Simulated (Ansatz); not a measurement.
The calculation used Ansatz, DFT PBE, scalar-relativistic, plane waves, PAW. Settings: cutoff 420 eV, Γ-centred meshes spaced at most about 0.3 Å⁻¹, and about 0.25 Å⁻¹ or finer for metals (2π included), Gaussian smearing. No spin polarisation in the final relaxations.

All energies are static (0 K, no zero-point motion).

Two relaxed structures of Ta2Si2Ge:

A.

Space group Cm (No. 8). a = 4.896 Å, b = 3.310 Å, c = 10.437 Å, α = 90.00°, β = 96.20°, γ = 90.00°
```json
{"atom": "Ta", "site": "2a", "symmetry": "m", "x": "0.4791", "y": "0.0000", "z": "0.7032"}
{"atom": "Ta", "site": "2a", "symmetry": "m", "x": "0.3788", "y": "0.0000", "z": "0.2972"}
{"atom": "Si", "site": "2a", "symmetry": "m", "x": "0.9706", "y": "0.0000", "z": "0.1123"}
{"atom": "Si", "site": "2a", "symmetry": "m", "x": "0.8873", "y": "0.0000", "z": "0.8879"}
{"atom": "Ge", "site": "2a", "symmetry": "m", "x": "0.7883", "y": "0.0000", "z": "0.4995"}
```

B.

Space group P-3m1 (No. 164). a = 3.012 Å, b = 3.012 Å, c = 10.684 Å, α = 90.00°, β = 90.00°, γ = 120.00°
```json
{"atom": "Ta", "site": "2d", "symmetry": "3m.", "x": "0.3333", "y": "0.6667", "z": "0.7070"}
{"atom": "Si", "site": "2c", "symmetry": "3m.", "x": "0.0000", "y": "0.0000", "z": "0.1085"}
{"atom": "Ge", "site": "1b", "symmetry": "-3m.", "x": "0.0000", "y": "0.0000", "z": "0.5000"}
```

Problem. Which is lower in energy, and by how much?

Solution. A is lower, by 127 meV/atom. A has space group Cm (No. 8), 16.8 Å³/atom and no gap on its mesh; B has space group P-3m1 (No. 164), 16.8 Å³/atom and no gap. A and B both hold Si–Si pairs. In A, around Ta on its first site lie 3 Si at 2.62 Å, 3 Ge at 2.74–2.78 Å and 4 Ta at 2.95 Å; Si on its first site is surrounded by 1 Si at 2.33 Å and 3 Ta at 2.62 Å; Ge is surrounded by 6 Ta at 2.74–2.78 Å, 4 Ge at 2.95 Å and 2 Ge at 3.31 Å; 2 more sites not described. In B, Ta has 3 Si at 2.63 Å, 3 Ge at 2.81 Å and 6 Ta at 3.01 Å; Si is surrounded by 1 Si at 2.32 Å, 3 Ta at 2.63 Å and 6 Si at 3.01 Å; Ge has 6 Ta at 2.81 Å and 6 Ge at 3.01 Å. Both come from invented guesses.

Spin–orbit coupling, which can matter for Ta, is left out. Cells relaxed within their symmetry can be saddle points. The Cm cell of Ta2Si2Ge came from shaking the P-3m1 one.
